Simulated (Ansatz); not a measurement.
HfO$_{2}$:
```
HfO2
1.0
    3.25201     0.00000     0.00000
   -1.62601     2.81633     0.00000
    0.00000     0.00000     5.63548
Hf O
1 2
Cartesian
  0.00000   0.00000   0.00000
  0.00000   1.87755   0.96994
  1.62601   0.93878   4.66554
```

Relaxed with PBE. Special points in fractions of this cell's reciprocal vectors: Γ (0.000, 0.000, 0.000); M (0.500, 0.000, 0.000); K (0.333, 0.333, 0.000); A (0.000, 0.000, 0.500); L (0.500, 0.000, 0.500); H (0.333, 0.333, 0.500).

### Question
List the band energies nearest the valence-band maximum at these points for the program Ansatz at the PBE level (PAW).

### Answer
In eV from the valence-band maximum; about four levels below and three above (degenerate sets whole), none deeper than 8.9 eV; points with the same levels are listed once.

| k | below | above |
|---|---|---|
| Γ | -3.36 -0.43 -0.25 -0.25 | 5.09 5.09 5.16 |
| M | -1.81 -1.36 -1.01 -0.51 | 4.76 5.91 7.07 |
| K | -2.87 -2.87 -1.15 -1.15 -0.67 | 4.89 6.32 6.32 |
| A | -3.14 -0.83 -0.26 -0.26 | 5.08 5.08 5.85 |
| L | -1.89 -1.30 -1.00 -0.36 | 4.83 6.04 7.06 |
| H | -2.90 -2.90 -1.10 -1.10 -0.73 | 5.11 6.37 6.37 |

Space group P-3m1 (CdI2 type). The cell is a constructed one: a structure type filled with these elements; neither database checked (COD, Materials Project) lists it. It is not the phase usual at ambient conditions (space group No. 14, 29). The PBE relaxation kept the symmetry of its start; its stability against distortions is not shown here. The run is not spin-polarised. A crystal of weakly bound layers computed without a dispersion correction: the cell and the soft elastic constants depend strongly on that. Spin–orbit coupling is left out wherever it is not named.

Potentials: the later of the program's two PAW sets.
